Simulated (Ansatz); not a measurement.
Ni (simple cubic, Pm-3m) under volume change, r²SCAN (plane waves, PAW; program Ansatz), scaled uniformly.

```csv
V (Å³/atom),E − E(relaxed) (meV/atom),P (GPa)
11.140,55.5,17.07
11.508,24.1,10.93
11.875,5.8,5.15
12.242,0.0,0.00
12.609,5.2,-4.39
12.977,19.6,-8.07
13.344,41.7,-11.16
```

### Question
What does a third-order Birch–Murnaghan fit give for V₀, B₀ and B′?

### Answer
V₀ = 12.25 Å³/atom, B₀ = 154 GPa, B′ = 3.5.

The cell is a constructed one: a structure type filled with these elements; neither database checked (COD, Materials Project) lists it. It is not the phase usual at ambient conditions (space group No. 225). Symmetry was held in the r²SCAN relaxation. At this level the phase is mechanically unstable. Magnetic state: ferromagnetic, chosen from 3 collinear starts compared on coarse meshes (ties went to the first, and starts can fall back to one state), not a proven ground state. Other orbital occupations within this spin state were not tried.

Potentials: the later of the program's two PAW sets.
